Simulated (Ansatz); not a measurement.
**Guessed and relaxed cells of Ho₂O**

The guess for Ho₂O was made by a generator: random cell by space group and Wyckoff sites (P4_2/mnm, No. 136). Its size is a rough estimate.

POSCAR.start

```
Ho O
1.0
     5.54557    0.00000    0.00000
     0.00000    5.54557    0.00000
     0.00000    0.00000    4.43612
Ho O
4 2
Direct
  0.81561 0.18439 0.00000
  0.18439 0.81561 0.00000
  0.31561 0.31561 0.50000
  0.68439 0.68439 0.50000
  0.00000 0.00000 0.50000
  0.50000 0.50000 0.00000
```

Computed with Ansatz, DFT PBE, scalar-relativistic, plane waves, PAW, and for the lanthanide a 4f-in-core norm-conserving potential. Cutoff 690 eV, Gaussian smearing, Γ-centred meshes. Cell and atoms relax first on a coarse mesh, the cell is then made exact in the group found at 0.06 to 0.08 Å, and last on a converged mesh; the steps can't lower the symmetry of their start. No spin polarisation.

POSCAR.end

```
Ho O
1.0
     5.75361    0.00000    0.00000
     0.00000    5.75361    0.00000
     0.00000    0.00000    3.51440
Ho O
4 2
Cartesian
  4.5501 1.2035 0.0000
  1.2035 4.5501 0.0000
  1.6733 1.6733 1.7572
  4.0803 4.0803 1.7572
  0.0000 0.0000 1.7572
  2.8768 2.8768 0.0000
```

The symmetry stays P4_2/mnm (No. 136). The end has the anti-rutile type. The volume per atom shrinks by 14.7 %, from 22.7 to 19.4 Å³. The shortest distance goes from 2.48 Å (Ho–O) to 2.37 Å (Ho–O). The ratio c/a of the conventional cell changes by a factor of 0.76.

```json
{
  "Volume per atom": "19.39 Å³",
  "Density": "9.87 g/cm³",
  "Formation energy": "−1.81 eV/atom",
  "Gap on the 6×6×10 mesh of the 6-atom cell": "0 eV (a metal)"
}
```

The zero of energy is the elements' standard structures at the same level (O₂ as a molecule); no fitted shifts are applied.

The last run used Gaussian smearing of 0.10 eV. A structure relaxed within its symmetry needn't be a true minimum. Another cell of the same search, in P4_2/nmc, lies 103 meV/atom lower, so this cell isn't the stable form at this level.

The lanthanide is trivalent by construction, without f bands, f moments or other valences. The reference runs of the other elements, and any phases without the lanthanide, used 420 eV, which shifts energies against them by under 10 meV/atom. The lanthanide's reference is the lowest of its hcp, dhcp and fcc cells.
